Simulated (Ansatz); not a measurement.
# Sc (simple cubic): energy against volume

These are results of Ansatz, DFT, BLYP, plane waves (420 eV) with PAW, scalar-relativistic, not measurements. (PAW data from PBE, frozen cores regenerated.)

The cell is scaled uniformly from the relaxed one, with fractional coordinates and shape fixed. Energies are extrapolated to zero smearing, pressures are those at the given smearing. Magnetic state: spin not included.

A Birch-Murnaghan fit gives V₀ = 26.79 Å³/atom, B₀ = 32 GPa, B₀′ = 3.1.

What are the energy above the minimum and the pressure at 25.887 Å³/atom?

3.2 meV/atom and 1.36 GPa as computed.

What are the energy above the minimum and the pressure at 29.123 Å³/atom?

18.3 meV/atom and -2.23 GPa as computed.

What are the energy above the minimum and the pressure at 30.201 Å³/atom?

37.2 meV/atom and -3.08 GPa as computed.
